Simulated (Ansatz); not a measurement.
Does this entry for Zr₃O lie near equilibrium?

The cell is a computed structure from the Materials Project (it need not be an observed phase), taken as it stands.

Space group R32:H (No. 155); a = 5.6533, c = 31.1687 Å, γ = 120.00°.

```
site  Wyckoff  site symmetry       x       y       z
 Zr1       9e             .2  0.0000  0.3397  0.5000
 Zr3      18f              1  0.9990  0.6585  0.4164
 Zr4       9d             .2  0.6667  0.6754  0.3333
 O13       6c             3.  0.0000  0.0000  0.2915
 O14       6c             3.  0.0000  0.0000  0.1252
```

One atom of each set is listed; the run and its k-mesh use a cell of 16 atoms with edges of 10.89, 10.89, 10.89 Å.

Computed with Ansatz: DFT, PBE, plane waves and PAW (field gradients read without the response of the frozen cores, which leaves them typically 4 to 6 % off), scalar-relativistic, 420 eV cutoff, Γ-centred 6×6×6 k-points, Fermi–Dirac smearing 0.05 eV.

(1) Do the atoms and the cell lie near the calculated equilibrium?

Answers

(1) Yes. The largest force is 0.036 eV/Å, on atom 4 (Zr: 2 O at 2.27 Å, angle 134°), and the pressure is 0.6 GPa.
